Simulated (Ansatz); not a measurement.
SrAlSi in space group P-6m2 (No. 187; Sr on 1a, Al on 1f, Si on 1d), DFT-PBE in the program Ansatz with PAW potentials, all energies at zero smearing, with the estimated change up to a 700 eV cutoff added, with one set of potentials and settings (totals compare only within such a set). Cell of 3 atoms (1 Sr, 1 Al, 1 Si): -4718.724 eV.

| element | reference phase | E (eV/atom) |
|---|---|---|
| Sr | C2/m, 3 atoms in the cell | -3544.2201 |
| Al | Fm-3m, 1 atoms in the cell | -537.5049 |
| Si | Fd-3m, 2 atoms in the cell | -635.8096 |

Formation energy per atom, worked out: (-4718.724 − 1×(-3544.2201) − 1×(-537.5049) − 1×(-635.8096))/3 = -0.397 eV/atom (-38 kJ per mol of atoms), at 0 K, without zero-point energy or fitted corrections.

The workflow started from a Materials Project entry (that database holds measured and hypothetical structures alike); the Crystallography Open Database copy checked does not list it. With Al and Si taken as one species the cell has the higher symmetry P6/mmm, so it may be an ordered model of a mixed-site phase. Whether it is the stable phase at ambient conditions was not checked. Symmetry was held in the PBE relaxation; of distortions, only those at the zone centre were tested. The references are the lowest solids computed at this level, not always the standard phases.

Potentials: the later of the program's two PAW sets.
